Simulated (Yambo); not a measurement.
```xyz
2
Lattice="3.9435 0.0000 0.0000 0.0000 3.9435 0.0000 0.0000 0.0000 3.9435" Properties=species:S:1:pos:R:3 pbc="T T T"
Cl     1.9718     1.9718     1.9718
Cs     0.0000     0.0000     0.0000
```

The PBEsol cell relaxed from Materials Project entry mp-22865 was given an isotropic strain of -3 % on all lattice vectors, and the atoms were relaxed again.

Task: Where are the main features of Im ε from RPA with local fields on PBEsol bands (Yambo; 10×10×10 mesh, 48 bands, 4 Ry local-field block, 0.2 eV broadening; field along x)?

Result: Peaks at 7.6 eV (4.5), 9.4 eV (3.8), 12.1 eV (2.3), 15.2 eV (2.3), heights in brackets. Structure narrower than a few tenths of an eV can come from the finite k mesh. Convergence of the RPA response with its 10×10×10 mesh was not tested. No excitonic effects at this level.
